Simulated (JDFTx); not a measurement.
| Quantity | Result |
|---|---|
| surface | Ti(0001) |
| bulk | Ti, P6_3/mmc, lattice of mp-46 (not re-optimised) |
| slab | 4 atoms in 4 planes, 1x1, 7.0 Å between the outermost planes |
| in-plane cell | 2.936 × 2.936 Å, 7.46 Å² |
| cell height | 23.0 Å |
| sampling | 8×8×1 k mesh, Fermi smearing 0.01 Ha, no spin polarisation |

Computed with a modified build of JDFTx: PBE, GBRV ultrasoft potentials, plane waves to 20/100 Ha. Vacuum. The outer atoms relax from bulk positions, keeping the cell's symmetry; the lattice is not PBE's own optimum in this code, and that strain can shift the moves by a few hundredths of an ångström. Input:

```
lattice \
  5.5477258648 -2.7738629324 0.0000000000 \
  0.0000000000 4.8044715411 0.0000000000 \
  0.0000000000 0.0000000000 43.4637008664
coords-type Lattice
ion Ti 0.6666666670 0.3333333330 -0.1513323910 1
ion Ti 0.3333333330 0.6666666670 -0.0504441300 0
ion Ti 0.6666666670 0.3333333330 0.0504441300 0
ion Ti 0.3333333330 0.6666666670 0.1513323910 1
ion-species pseudo/ti_pbe_v1.4.upf
elec-cutoff 20 100
elec-ex-corr gga-PBE
coulomb-interaction Slab 001
coulomb-truncation-embed 0 0 0
kpoint-folding 8 8 1
elec-smearing Fermi 0.01
lcao-params 10
elec-n-bands 34
electronic-scf nIterations 100 energyDiffThreshold 1e-07
ionic-minimize nIterations 10 energyDiffThreshold 1e-5 knormThreshold 4e-4
dump-name vac.$VAR
dump End State Ecomponents EigStats BandEigs Forces ElecDensity IonicPositions Fillings Kpoints Dtot
```

Task: How far do the free atoms of the upper face move along the normal, and how much energy is released?

Result: Ti (atom 4) -0.07 Å (positive: outward). The free energy falls by 0.017 eV per cell, 19 mJ/m².
